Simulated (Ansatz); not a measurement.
Sn (beta-Sn type, space group I4_1/amd)

```cif
data_Sn4
_chemical_formula_sum 'Sn4'
_space_group_name_H-M_alt 'I41/amd :1'
_space_group_IT_number 141
_space_group_name_Hall 'I 4bw 2bw -1bw'
_cell_length_a 5.94700
_cell_length_b 5.94700
_cell_length_c 3.21230
_cell_angle_alpha 90.000
_cell_angle_beta 90.000
_cell_angle_gamma 90.000
loop_
_atom_site_label
_atom_site_type_symbol
_atom_site_symmetry_multiplicity
_atom_site_Wyckoff_symbol
_atom_site_fract_x
_atom_site_fract_y
_atom_site_fract_z
_atom_site_occupancy
Sn1 Sn 4 a 0.00000 0.00000 0.00000 1
```
(The calculation used a cell of 2 atoms; values per cell refer to that cell.)

Grid over V/V₀ and (c/a)/(c/a)₀, subscript 0 meaning the relaxed cell; the conventional c axis lies along z; no internal relaxation.

Computed with PBE (plane waves to 420 eV, PAW, scalar-relativistic; Ansatz, an electronic-structure program). k mesh 16×16×16 (Γ-centred), Fermi-Dirac smearing 0.05 eV. Stress and pressure are positive under compression. With partly filled bands, the response to shear is sensitive to the k mesh, so small differences along c/a are uncertain. Sn was relaxed with its symmetry unable to fall. 

```json
[
 {"P (GPa)": "(c/a)/(c/a)₀ = 0.880", "V/V₀ = 0.960": "?", "V/V₀ = 0.973": "2.8", "V/V₀ = 0.987": "2.1", "V/V₀ = 1.000": "1.4", "V/V₀ = 1.013": "0.7", "V/V₀ = 1.027": "0.1", "V/V₀ = 1.040": "-0.5"},
 {"P (GPa)": "(c/a)/(c/a)₀ = 0.920", "V/V₀ = 0.960": "2.8", "V/V₀ = 0.973": "2.0", "V/V₀ = 0.987": "1.2", "V/V₀ = 1.000": "0.5", "V/V₀ = 1.013": "-0.1", "V/V₀ = 1.027": "-0.7", "V/V₀ = 1.040": "-1.2"},
 {"P (GPa)": "(c/a)/(c/a)₀ = 0.960", "V/V₀ = 0.960": "2.2", "V/V₀ = 0.973": "1.5", "V/V₀ = 0.987": "0.8", "V/V₀ = 1.000": "0.1", "V/V₀ = 1.013": "-0.5", "V/V₀ = 1.027": "-1.1", "V/V₀ = 1.040": "-1.6"},
 {"P (GPa)": "(c/a)/(c/a)₀ = 1.000", "V/V₀ = 0.960": "2.1", "V/V₀ = 0.973": "1.4", "V/V₀ = 0.987": "0.7", "V/V₀ = 1.000": "0.0", "V/V₀ = 1.013": "-0.6", "V/V₀ = 1.027": "-1.2", "V/V₀ = 1.040": "-1.7"},
 {"P (GPa)": "(c/a)/(c/a)₀ = 1.040", "V/V₀ = 0.960": "2.3", "V/V₀ = 0.973": "1.5", "V/V₀ = 0.987": "0.8", "V/V₀ = 1.000": "0.1", "V/V₀ = 1.013": "-0.5", "V/V₀ = 1.027": "-1.0", "V/V₀ = 1.040": "-1.6"},
 {"P (GPa)": "(c/a)/(c/a)₀ = 1.080", "V/V₀ = 0.960": "2.6", "V/V₀ = 0.973": "1.8", "V/V₀ = 0.987": "1.1", "V/V₀ = 1.000": "0.4", "V/V₀ = 1.013": "-0.2", "V/V₀ = 1.027": "-0.8", "V/V₀ = 1.040": "-1.3"},
 {"P (GPa)": "(c/a)/(c/a)₀ = 1.120", "V/V₀ = 0.960": "3.1", "V/V₀ = 0.973": "2.3", "V/V₀ = 0.987": "1.5", "V/V₀ = 1.000": "0.8", "V/V₀ = 1.013": "0.2", "V/V₀ = 1.027": "-0.4", "V/V₀ = 1.040": "-0.9"}
]
```

Problem. Fill in the missing entries.

Solution. 
- (c/a)/(c/a)₀ = 0.880, V/V₀ = 0.960: 3.7

(A scan under strain: stresses follow from slopes of the energy per volume, elastic moduli from its curvatures.)
